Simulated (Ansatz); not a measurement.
Data:

Be:
```cif
data_Be2
_chemical_formula_sum 'Be2'
_space_group_name_H-M_alt 'Im-3m'
_space_group_IT_number 229
_space_group_name_Hall '-I 4 2 3'
_cell_length_a 2.49963
_cell_length_b 2.49963
_cell_length_c 2.49963
_cell_angle_alpha 90.000
_cell_angle_beta 90.000
_cell_angle_gamma 90.000
loop_
_atom_site_label
_atom_site_type_symbol
_atom_site_symmetry_multiplicity
_atom_site_Wyckoff_symbol
_atom_site_fract_x
_atom_site_fract_y
_atom_site_fract_z
_atom_site_occupancy
Be1 Be 2 a 0.00000 0.00000 0.00000 1
```
(The calculation used a cell of 1 atom; values per cell refer to that cell.)

This is the r²SCAN-relaxed structure.

All from the program Ansatz at the r²SCAN level (PAW), unless another level is named. Give the Debye temperature from the elastic constants.

1280 K.

Give the elastic constants (relaxed ions, GPa).

C11 = 184, C12 = 94.7, C44 = 214.

The first step of the workflow began from a Materials Project structure, measured or hypothetical; the Crystallography Open Database copy checked does not list it. It is not the phase usual at ambient conditions (space group No. 194). The r²SCAN relaxation kept the symmetry of its start; whether a distortion lowers the energy is not shown. As this level gives no gap, shear constants depend on the k-mesh and smearing (Fermi–Dirac, 0.1 eV here).

Potentials: the earlier of the program's two PAW sets.
